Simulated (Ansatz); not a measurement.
**Ansatz 0.2.0, settings compared: NiS₄**

Input:

```yaml
crystal:
  lattice:
    - [-3.74829, 3.74829, 3.347375]
    - [3.74829, -3.74829, 3.347375]
    - [3.74829, 3.74829, -3.347375]
  atoms:
    - { symbol: S, position: [0.352, 0.795, 0.557] }
    - { symbol: S, position: [0.795, 0.738, 0.443] }
    - { symbol: S, position: [0.738, 0.795, 0.943] }
    - { symbol: S, position: [0.795, 0.352, 0.057] }
    - { symbol: S, position: [0.648, 0.205, 0.443] }
    - { symbol: S, position: [0.205, 0.648, 0.943] }
    - { symbol: S, position: [0.262, 0.205, 0.057] }
    - { symbol: S, position: [0.205, 0.262, 0.557] }
    - { symbol: Ni, position: [0.125, 0.875, 0.25] }
    - { symbol: Ni, position: [0.875, 0.125, 0.75] }
  symmetry: { tolerance: 0.0003 }
kpoints:
  mp_grid: { grid: [4, 4, 4], shift: [0, 0, 0] }
magnetization:
  spin_polarized: false
scf:
  occupations: { method: fermi_dirac }
hamiltonian:
  pseudopotentials: { kind: paw }
  xc: r2scan
basis:
  ecutwfc: 500
output:
  forces: true
  stress: true
  eigenvalues: true
```

Run with:

```bash
ansatz run input.yaml --threads 1 --pin off --max-ram 2560MiB --backend cpu --events-out ev --progress --plain --runs-dir out
```

Origin of the cell: a known structure type with other elements, at an estimated volume, so it need not be a known compound.

The smearing width isn't typed, so it takes its default of 0.1 eV.

Output of this run (shortened):

```
Pseudopotentials: kind: paw
Pseudopotential: S, paw, valence charge 6, recommended cutoff 500 eV (meta_gga), S.paw.azcp
Pseudopotential: Ni, paw, valence charge 18, recommended cutoff 500 eV (meta_gga), Ni.paw.azcp
Functional definition: r2SCAN
  exchange = r2scan_x(k0 = k0, k1 = k1, a1 = a1)
  correlation = r2scan_c
Crystal: 10 atoms, lattice volume = 188.118 Å³
Basis set: ecut = 500 eV, 4857 PW (Γ), exchange–correlation on 192×192×192 points (64 copies of the dense FFT grid, shifted against one another)
Bands: 52, of which v1, the nominal top of the filled ones, is band 42 counted from 1 (41 counted from 0)
Symmetry: 16 space group operations
Space group: I41/amd (ITA 141), of the structure as read, at distance tolerance 1.7e-3 Å
[… 7 lines left out …]
Initial density: superposition of atomic densities (neutral atoms: chi_scale 0, normalization atom), corrected by the library's trained network
Functional: x = r2scan, c = r2scan; τ floored in thin density (d = 2e-4 eV/Å³)
SCF iter   1: F=—  HF=-18929.709366 eV  Δρ=2.30e-2  dr2=8.02e-1  dr2_τ=1.01e-1
SCF iter   2: F=—  HF=-18930.275840 eV  Δρ=7.96e-2  dr2=1.04e1  dr2_τ=6.86e-2  recentre
SCF iter   3: F=—  HF=-18929.814224 eV  Δρ=1.24e-2  dr2=2.06e-1  dr2_τ=2.08e-3
SCF iter   4: F=—  HF=-18929.806828 eV  Δρ=4.20e-3  dr2=2.18e-2  dr2_τ=6.35e-4
SCF iter   5: F=—  HF=-18929.806595 eV  Δρ=5.08e-3  dr2=3.95e-2  dr2_τ=2.62e-4
[… 2 lines left out …]
SCF iter   8: F=—  HF=-18929.804970 eV  Δρ=3.83e-4  dr2=2.17e-4  dr2_τ=9.76e-7
SCF iter   9: F=—  HF=-18929.804964 eV  Δρ=3.61e-5  dr2=2.18e-6  dr2_τ=3.54e-8
SCF iter  10: F=—  HF=-18929.804864 eV  Δρ=8.09e-6  dr2=1.85e-7  dr2_τ=3.71e-9
SCF iter  11: F=—  HF=-18929.804865 eV  Δρ=1.12e-5  dr2=2.15e-7  dr2_τ=6.73e-10
SCF iter  12: F=-18929.804864 eV  HF=-18929.804865 eV  Δρ=1.92e-6  dr2=7.52e-9  dr2_τ=4.30e-11
SCF 1 converged in 12 iterations: F = -18929.804864 eV  dr2 = 7.52e-9
SCF converged after 12 iterations
Free energy (F): -18929.804864 eV
Harris-Foulkes:  -18929.804865 eV  (|F-HF|=6.64e-9)
Internal energy: -18929.469110 eV  (E = F + TS)
E sigma→0 (E₀):  -18929.636987 eV
Entropy (-TS):   -0.335755 eV (-33.575 meV/atom)
Fermi energy:    6.541693 eV
--- Per-component energies (eV) ---
  E_band       = -1019.727231
  E_kinetic    = 1374.139250
  E_local      = -12115.146609  (includes V_loc(G=0)·N_el)
  E_nonlocal   = 1517.379606
  E_hartree    = 5138.966980
  E_xc         = -868.912698
  E_vxc        = -959.006132  (∫ρ·V_xc dr)
  E_paw        = -8165.881763  (= ΣΔE_a)
  E_vpaw       = -1166.975623  (= ΣTr[D̂ρ^β])
  E_aug_tail   = 0.000488  (compensation charges beyond the density's cutoff)
  E_vtau       = 51.936995  (kinetic-family band-sum trace: ∫τ·v_τ [+ j·A + Jᵃ·Aᵃ] dr)
  E_ewald      = -5808.536092
  E_core_change = -1.478271  (= ΣΔE_core)
  E_smearing   = -0.335755  (= −TS)
  Σ components = -18929.804864   (vs F -18929.804864, Δ=0.00e0)
--- Forces (eV/Å), atoms counted from 1 ---
  atom   1  S      0.000000    -0.134716     0.773513
[… 4 lines left out …]
  atom   6  S      0.134716    -0.000000    -0.773513
  atom   7  S      0.000000    -0.134716    -0.773513
  atom   8  S     -0.134716     0.000000    -0.773513
  atom   9  Ni     0.000000     0.000000     0.000000
  atom  10  Ni    -0.000000     0.000000     0.000000
  max |Σ_I F_I| component: 6.66e-16 eV/Å
--- Stress (GPa, compression-positive) ---
       -7.266449       0.000000       0.000000
        0.000000      -7.266449       0.000000
        0.000000      -0.000000     -15.827709
  P = ⅓ Tr σ = -10.1202 GPa (-101.202 kbar)
```

The same input was run again with these changes:

1. `scf.n_extra_bands` default → 2; `accuracy` default → medium; `scf.occupations.method` fermi_dirac → gaussian; `scf.occupations.width` default → 0.01
2. `scf.occupations.method` fermi_dirac → cold; `scf.occupations.width` default → 0.005
3. `kpoints.mp_grid.grid` [4, 4, 4] → [1, 1, 1]; `scf.lower_state_search` default → "off"
4. `hamiltonian.xc` r2scan → rpbe

```json
{"run": "base", "end": "converged", "SCF iterations": "12", "P (GPa)": "-10.12", "max force component (eV/Å)": "0.774", "moment (μB)": "–", "ΔE(σ→0) (meV/atom)": "0"}
{"run": "1", "end": "converged", "SCF iterations": "12", "P (GPa)": "-10.28", "max force component (eV/Å)": "0.809", "moment (μB)": "–", "ΔE(σ→0) (meV/atom)": "0.48"}
{"run": "2", "end": "converged", "SCF iterations": "12", "P (GPa)": "-10.28", "max force component (eV/Å)": "0.813", "moment (μB)": "–", "ΔE(σ→0) (meV/atom)": "0.48"}
{"run": "3", "end": "converged", "SCF iterations": "14", "P (GPa)": "-1.81", "max force component (eV/Å)": "1.018", "moment (μB)": "–", "ΔE(σ→0) (meV/atom)": "580.13"}
{"run": "4", "end": "converged", "SCF iterations": "8", "P (GPa)": "-6.50", "max force component (eV/Å)": "0.603", "moment (μB)": "–", "ΔE(σ→0) (meV/atom)": "–"}
```

Energies are compared only where functional, datasets, charge and starting cell are the same.

Not properties of the system: run 3 (too coarse or loose: `kpoints.mp_grid.grid` = [1, 1, 1]).

Caveats of the base run: no spin polarisation, so a magnetic state may lie lower; the k mesh is coarse if the cell is a metal.

Run 4: forces of this functional can be a tenth off on datasets made under PBE.

Time of the base run: 22 s of wall time on 1 CPU thread(s) of a shared host, from the program's own first density.
